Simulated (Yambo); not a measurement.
Material: AlN (wurtzite, space group P6_3mc, No. 186) under isotropic strain of +1 % on all lattice vectors; a = 3.144 Å, b = 3.144 Å, c = 5.033 Å, α = 90.00°, β = 90.00°, γ = 120.00° (4 atoms in the cell). The PBEsol cell relaxed from Materials Project entry mp-661 was given an isotropic strain of +1 % on all lattice vectors, and the atoms were relaxed again.

With PBEsol (pw.x of Quantum ESPRESSO, ONCV potentials, without SOC), the gap between the mesh's edge points (Γ → Γ) is 3.847 eV.

### Question
Estimate the G0W0 gap between the same points from Yambo (6×6×4 Γ-centred k mesh, 77 bands and a 8 Ry block in the screening, 77 bands in G with the Bruneval-Gonze terminator, plasmon pole fitted at 27.2 eV).

### Answer
The correction is 1.436 eV, giving 5.283 eV, 1.4 times the PBEsol value.  Convergence of the G0W0 settings was not tested.
